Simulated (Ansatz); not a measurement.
# Collinear states of WF2

Level of theory: Ansatz, DFT PBE+U, scalar-relativistic, plane waves, PAW.

```
W F
1.0
     5.87852    0.00000    0.00000
     0.00000    5.87852    0.00000
     0.00000    0.00000    2.47696
W F
2 4
Cartesian
  0.0000 0.0000 0.0000
  2.9393 2.9393 1.2385
  1.4482 1.4482 0.0000
  4.4304 4.4304 0.0000
  4.3874 1.4911 1.2385
  1.4911 4.3874 1.2385
```

```
plane-wave cutoff                                : 420 eV
Γ-centred k-mesh                                 : 6×6×14
occupation rule                                  : Gaussian smearing, 0.05 eV
U_eff on Löwdin-orthogonalised atomic d orbitals : W 1 eV
list of starting moments (μB, in atom order)     : 2.5 2.5 0 0 0 0
check for lower electronic states after the SCF  : on
```

All runs keep this geometry, which isn't relaxed for the lowest state (largest force there 0.530 eV/Å, pressure 2.6 GPa) and needn't be a stable compound; relaxing each order can shift differences of a few meV. Signs run over the atoms with starting moments. Spin–orbit coupling is left out, which for heavy magnetic ions can matter as much as these differences. Site moments are spin moments in atom-centred spheres that scale with the neighbour distance. The states are those that the runs reached from these starts; a lower one can exist.

Starts tried: large parallel starting moments; antiferromagnetic in the cell, signs +-. Which state comes out lowest, and what are the moments?

The lowest state is antiferromagnetic, reached from the start “large parallel starting moments” and the start “antiferromagnetic in the cell, signs +-”, with site moments (μB) W +0.54, W -0.54.

| start | ends | energy above lowest (meV/atom) | site moments (μB) | gap on mesh (eV) | P (GPa) |
| --- | --- | --- | --- | --- | --- |
| large parallel starting moments | antiferromagnetic | 0.00 | W +0.54, W -0.54 | metal | 2.6 |
| antiferromagnetic in the cell, signs +- | antiferromagnetic | 0.00 | W +0.54, W -0.54 | metal | 2.6 |